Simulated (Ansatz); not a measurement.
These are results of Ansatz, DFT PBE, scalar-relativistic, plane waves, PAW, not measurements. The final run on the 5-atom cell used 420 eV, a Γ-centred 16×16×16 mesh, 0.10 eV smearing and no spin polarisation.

Energies over the elements count from the elements' standard structures at the same level, with no fitted energy shifts. The references include black phosphorus.

Task: Suggest a trial structure for a tetragonal metal made of Na, P and Te, with a formation energy near −0.32 eV/atom and about 22 Å³ per atom, in a cell of 5 atoms. Its symmetry should be I4/mmm (No. 139).

Result: Na₂TeP₂, space group I4/mmm (No. 139). Na is surrounded by 4 P at 3.02 Å, 4 Te at 3.27 Å and 4 Na at 3.48 Å; around Te lie 8 Na at 3.27 Å and 4 Te at 3.48 Å; P is surrounded by 4 P at 2.46 Å and 4 Na at 3.02 Å.

```
CELL_PARAMETERS angstrom
-1.73947 1.73947 9.25956
1.73947 -1.73947 9.25956
1.73947 1.73947 -9.25956
ATOMIC_POSITIONS crystal
Na 0.38338 0.38338 0.00000
Na 0.61662 0.61662 0.00000
Te 0.00000 0.00000 0.00000
P 0.75000 0.25000 0.50000
P 0.25000 0.75000 0.50000
```

The volume per atom is 22.41 Å³ and the density is 3.49 g/cm³. The energy over the elements is −0.32 eV/atom and the gap on the 16×16×16 mesh of the 5-atom cell is 0 eV (a metal).

The structure comes from a generated guess, relaxed at this level; another structure or a mixture of phases may lie lower. The answer needn't be unique; the calculation gave this one.

Spin–orbit coupling, which can matter for Te, is left out. The reference forms of P and Te are held partly by dispersion forces, which this level lacks. Symmetry constrained the relaxation, so the result can be a saddle point.
